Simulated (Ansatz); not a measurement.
YC (rock salt, space group No. 225) at seven volumes, the program Ansatz at the PBE level (PAW), scaled uniformly. One row is withheld.

```
V (Å³/atom)  P (GPa)
-----------  -------
14.956             ?
15.449          8.73
15.942          4.03
16.436          0.00
16.929         -3.47
17.422         -6.45
17.915         -9.00
```

Problem. Fit the shown pressures and predict the withheld one.

Solution. P = (3/2)B₀(x^(7/2) − x^(5/2))[1 + (3/4)(B′ − 4)(x − 1)] with x = (V₀/V)^(2/3). Least squares on the six rows gives V₀ = 16.435 Å³/atom, B₀ = 124 GPa, B′ = 4.06. At V = 14.956, x = 1.0649 and P = 14.16 GPa. The run itself gave 14.20 GPa.

Space group Fm-3m (rock salt). The start of the workflow was typed in or built on a structure type; the Crystallography Open Database copy checked does not list it. Whether it is the stable phase at ambient conditions was not checked. The cell was relaxed with PBE under the symmetry of its start; whether a distortion lowers the energy is not shown. The run is not spin-polarised.

Potentials: the earlier of the program's two PAW sets.
